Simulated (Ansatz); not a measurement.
## Structure relaxation, Y2Ge

The relaxed structure here is a generated cell of Y2Ge: the first start was made by a random draw of sites in a space group, and the end was not matched to a known phase here, so it may be hypothetical.

The start is a randomly generated symmetric cell of Y2Ge (space group No. 224). The structure is fully relaxed (lattice and positions, P = 0) with r2SCAN (plane waves to 500 eV, PAW, scalar-relativistic; Ansatz, a first-principles code). The first steps use a coarse 4×4×4 k-mesh.

Initial structure:
```yaml
crystal:
  lattice:
    - [5.63703, 0.00000, 0.00000]
    - [0.00000, 5.63703, 0.00000]
    - [0.00000, 0.00000, 5.63703]
  atoms:
    - { symbol: Ge, position: [0.00000, 0.00000, 0.00000] }
    - { symbol: Ge, position: [0.50000, 0.50000, 0.50000] }
    - { symbol: Y, position: [0.75000, 0.75000, 0.75000] }
    - { symbol: Y, position: [0.25000, 0.25000, 0.75000] }
    - { symbol: Y, position: [0.25000, 0.75000, 0.25000] }
    - { symbol: Y, position: [0.75000, 0.25000, 0.25000] }
```

Question: How large is the pressure on the unrelaxed cell, and of which sign?

Answer: +16 GPa (positive: the cell is compressed).

Question: By how much does the energy per atom fall from start to end?

Answer: 0.37 eV/atom.

Question: How does the volume per atom move from start to end?

Answer: +30.5 %, from 29.85 to 38.97 Å³/atom.

Question: Is the relaxed structure metallic? Give its gap.

Answer: No gap (metallic).

Question: Give the final cell and atomic positions.

Answer: 
Space group Pn-3m, origin choice 1 (No. 224); a = 6.1605 Å, b = 6.1605 Å, c = 6.1605 Å, α = 90.00°, β = 90.00°, γ = 90.00°

```csv
atom,site,symmetry,x,y,z
Ge,2a,-43m,0.0000,0.0000,0.0000
Y,4c,.-3m,0.7500,0.7500,0.7500
```

The space group stays Pn-3m (No. 224) (the run could not lower it); the end is AFLOW prototype A2B_cP6_224_b_a (C3, as in Cu2O), with 6 atoms in the primitive cell. Final values are on a 8×8×8 k-mesh of the relaxed cell. No spin polarisation in the result.

The run could not lose the symmetry of its start, so the end can be a saddle point.

All atoms sit on sites fixed by symmetry, so only the cell could relax.
